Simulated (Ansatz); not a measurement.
# EuMn3 (AuCu3-type structure)

The computed numbers are results of PBE+U (U_eff = 6 eV on Eu 4f), scalar-relativistic (collinear spin) in the plane-wave PAW code Ansatz at 420 eV, 8×8×8 k-mesh, Gaussian smearing of 0.05 eV; PAW files: Ansatz's generated set soft_2.

```
CELL_PARAMETERS angstrom
4.19926 0.00000 0.00000
0.00000 4.19926 0.00000
0.00000 0.00000 4.19926
ATOMIC_POSITIONS crystal
Eu 0.00000 0.00000 0.00000
Mn 0.00000 0.50000 0.50000
Mn 0.50000 0.50000 0.00000
Mn 0.50000 0.00000 0.50000
```

The start was a prototype's sites filled with these elements, not a measured cell.

Magnetic state: ferrimagnetic, site spin moments Eu 6.84; Mn -3.54 μB.

The run above is the reference. The same cell was run again with other input settings; several of them aren't fit for production, so the rows show the settings' effect and aren't properties of the material.

| keys changed | outcome | ΔE (meV/atom) | P (GPa) | gap on the mesh (eV) | cell moment (μB) | largest force component (eV/Å) | SCF iterations | rough core-seconds | new warnings |
| --- | --- | --- | --- | --- | --- | --- | --- | --- | --- |
| none (reference) | converged | 0.0 | 0.0 | metal | -3.61 | 0.000 | – | – | – |
| basis.ecutwfc: 420 → "250 eV"; scf.initial_density.chi_scale: 0.1; basis.ecutrho_ratio: 4 → 9 | converged | 1331.8 | 1.1 | metal | -3.61 | 0.000 | 18 | 30 | cutoff below recommended |
| hamiltonian.xc: "pbe" → "rpbe" | converged | – | 3.4 | metal | -3.64 | 0.000 | 20 | 60 | – |
| scf.n_extra_bands: 4; scf.mixing.algorithm: "msr1"; scf.mixing.beta: 0.7; kpoints.mp_grid.shift: [0.5, 0.5, 0.5] | converged | -6.0 | -0.1 | metal | -3.59 | 0.000 | 18 | 30 | moment headroom below auto; open shell order search |
| scf.mixing.preconditioner: "local_kerker"; scf.mixing.algorithm: "broyden"; scf.mixing.beta: 0.7; scf.mixing.ndim: 2; basis.xc_grid: 3 | converged | 0.0 | 0.0 | metal | -3.61 | 0.000 | 25 | 70 | – |

ΔE is the energy with the smearing extrapolated to zero. It is left out where the change alters the Hamiltonian or the spin treatment. The varied runs start from atomic densities (corrected by the program's trained start where that serves), with the default search for lower states unless a row changes it, while the reference went on from a saved state, so a magnet may end in another state whatever the setting.

(1) What happens with these changes: kpoints.mp_grid.shift: [0.5, 0.5, 0.5]; scf.lower_state_search: "light"?

(2) What happens with these changes: kpoints.mp_grid.shift: [0.5, 0.5, 0.5]; kpoints.mp_grid.grid: [8, 8, 8] → [12, 12, 12]?

Answers:

(1) outcome converged, ΔE (meV/atom) -6.0, P (GPa) -0.1, gap on the mesh (eV) metal, cell moment (μB) -3.59, largest force component (eV/Å) 0.000, SCF iterations 20, rough core-seconds 40.

(2) outcome converged, ΔE (meV/atom) -3.7, P (GPa) -0.2, gap on the mesh (eV) metal, cell moment (μB) -3.56, largest force component (eV/Å) 0.000, SCF iterations 19, rough core-seconds 90.

3 further runs (cut off, refused for memory, with changed atoms or starts, or in doubt) are left out.

Of the reference: With a Hubbard U or exact exchange the result depends on the state in which the open shell ends, and a lower one can't be excluded. Spin–orbit coupling, which matters for such heavy elements, is left out. Site moments are of spin, integrated over atomic spheres. A U of this size is made for insulators; in a metal, as here, it tends to take f weight out of the bonding and to swell the cell.
